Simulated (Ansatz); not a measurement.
Total density of states per atom from the program Ansatz at the PBE level (PAW), in 0.25 eV bins, energy from the valence-band maximum:

(E (eV), states/eV/atom): (-7.85, 0.04); (-7.60, 0.09); (-7.35, 0.36); (-7.10, 0.26); (-6.85, 0.08); (-6.60, 0.08); (-6.35, 0.31); (-6.10, 0.25); (-5.85, 0.17); (-5.60, 0.12); (-5.35, 1.06); (-5.10, 0.68); (-4.85, 0.62); (-4.60, 0.31); (-4.35, 0.00); (-4.10, 0.00); (-3.85, 0.00); (-3.60, 0.00); (-3.35, 0.00); (-3.10, 0.67); (-2.85, 0.82); (-2.60, 0.79); (-2.35, 0.55); (-2.10, 1.07); (-1.85, 0.73); (-1.60, 1.07); (-1.35, 0.74); (-1.10, 0.90); (-0.85, 0.86); (-0.60, 0.77); (-0.35, 0.90); (-0.10, 0.80); (0.15, 0.00); (0.40, 0.00); (0.65, 0.00); (0.90, 0.00); (1.15, 0.00); (1.40, 0.00); (1.65, 0.00); (1.90, 0.00); (2.15, 0.00); (2.40, 0.00); (2.65, 0.00); (2.90, 0.00); (3.15, 0.00); (3.40, 0.00); (3.65, 0.00); (3.90, 0.00); (4.15, 0.00); (4.40, 0.00); (4.65, 0.00); (4.90, 0.00); (5.15, 0.00); (5.40, 0.00); (5.65, 0.00); (5.90, 0.01); (6.15, 0.03); (6.40, 0.04); (6.65, 0.05); (6.90, 0.06); (7.15, 0.07); (7.40, 0.09); (7.65, 0.12); (7.90, 0.17); (8.15, 0.19); (8.40, 0.14); (8.65, 0.15); (8.90, 0.67); (9.15, 0.58); (9.40, 0.52); (9.65, 0.62); (9.90, 0.67); (10.15, 0.73); (10.40, 0.62)

Task: Which of these materials gives this?
A) SiC, P6_222 (Si on 3d, C on 3c)
B) InP, zinc blende
C) SiRu, P2_13 (Si on 4a, Ru on 4a)
D) SiO2, P3_121 (Si on 3a, O on 6c)

Result: D, SiO2, P3_121 (Si on 3a, O on 6c). Top 1 eV of the valence band: O 2p 97 %. Bottom 1 eV of the conduction band: Si 3s 47 %, O 2s 23 %, Si 3p 13 %, O 2p 6 %, outside the projected shells 12 %. Projections are on Löwdin-orthogonalised atomic valence shells; empty p or d shells of many metals are not among them.

The cell was relaxed with PBE under the symmetry of its start.

Potentials: the later of the program's two PAW sets.
